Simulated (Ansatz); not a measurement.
Zr$_{2}$N:
```cif
data_N2Zr4
_chemical_formula_sum 'Zr4 N2'
_space_group_name_H-M_alt 'P 1'
_space_group_IT_number 1
_cell_length_a 5.36823
_cell_length_b 5.36823
_cell_length_c 3.27421
_cell_angle_alpha 90.000
_cell_angle_beta 90.000
_cell_angle_gamma 90.000
loop_
_space_group_symop_operation_xyz
  'x, y, z'
loop_
_atom_site_label
_atom_site_type_symbol
_atom_site_fract_x
_atom_site_fract_y
_atom_site_fract_z
_atom_site_occupancy
Zr1 Zr 0.29624 0.29624 0.00000 1
Zr2 Zr 0.70376 0.70376 0.00000 1
Zr3 Zr 0.20376 0.79624 0.50000 1
Zr4 Zr 0.79624 0.20376 0.50000 1
N1 N 0.00000 0.00000 0.00000 1
N2 N 0.50000 0.50000 0.50000 1
```

Relaxed with PBEsol.

Which orbitals make up the states near the Fermi level in the program Ansatz at the PBEsol level (PAW)?

Within 0.5 eV of the Fermi level: Zr 4d 83 %, Zr 5s 6 %, N 2p 6 %. Projections are on Löwdin-orthogonalised atomic valence shells; empty p or d shells of many metals are not among them.

Tabulate the density of states.

States/eV per cell of 6 atoms, in 0.25 eV bins, energy from the Fermi level.

```tsv
E (eV)	total	Zr 4d	N 2p	Zr 5s
-7.85	0.00	0.00	0.00	0.00
-7.60	0.00	0.00	0.00	0.00
-7.35	0.00	0.00	0.00	0.00
-7.10	0.00	0.00	0.00	0.00
-6.85	0.00	0.00	0.00	0.00
-6.60	0.00	0.00	0.00	0.00
-6.35	0.00	0.00	0.00	0.00
-6.10	1.29	0.43	0.69	0.12
-5.85	3.50	1.17	1.86	0.33
-5.60	4.31	1.39	2.32	0.42
-5.35	5.07	1.42	2.82	0.59
-5.10	4.06	1.11	2.35	0.41
-4.85	3.68	1.05	2.23	0.25
-4.60	6.54	1.86	4.15	0.29
-4.35	7.79	2.21	5.14	0.14
-4.10	4.42	1.10	3.04	0.08
-3.85	2.87	0.60	2.06	0.06
-3.60	4.10	0.75	3.00	0.11
-3.35	0.64	0.15	0.38	0.07
-3.10	0.31	0.15	0.03	0.12
-2.85	0.44	0.22	0.03	0.16
-2.60	0.60	0.31	0.04	0.21
-2.35	0.83	0.46	0.06	0.28
-2.10	1.22	0.74	0.08	0.36
-1.85	3.56	2.77	0.14	0.52
-1.60	6.00	5.00	0.26	0.55
-1.35	3.55	3.09	0.06	0.27
-1.10	5.71	4.80	0.15	0.50
-0.85	5.97	4.89	0.20	0.55
-0.60	4.17	3.45	0.17	0.32
-0.35	4.05	3.31	0.21	0.26
-0.10	3.52	2.89	0.20	0.21
0.15	2.50	2.07	0.17	0.15
0.40	2.18	1.84	0.16	0.11
0.65	2.87	2.41	0.21	0.15
0.90	3.45	2.93	0.23	0.16
1.15	4.88	4.21	0.33	0.15
1.40	4.40	3.77	0.33	0.12
1.65	2.83	2.42	0.20	0.10
1.90	2.86	2.50	0.16	0.10
2.15	2.94	2.56	0.13	0.13
2.40	4.34	3.83	0.22	0.13
2.65	4.53	3.99	0.25	0.10
2.90	5.51	4.68	0.39	0.12
3.15	4.59	4.01	0.28	0.09
3.40	4.83	4.23	0.28	0.10
3.65	4.33	3.79	0.24	0.10
3.90	4.49	3.90	0.25	0.11
4.15	4.24	3.60	0.26	0.13
4.40	6.21	5.01	0.57	0.23
```

Space group P4_2/mnm (anti-rutile). The first step of the workflow began from a Materials Project structure, measured or hypothetical; the Crystallography Open Database copy checked does not list it. Its standing as an ambient phase is unchecked. Symmetry was held in the PBEsol relaxation; of distortions, only those at the zone centre were tested. The run is not spin-polarised. Spin–orbit coupling is left out wherever it is not named.

Potentials: the later of the program's two PAW sets.
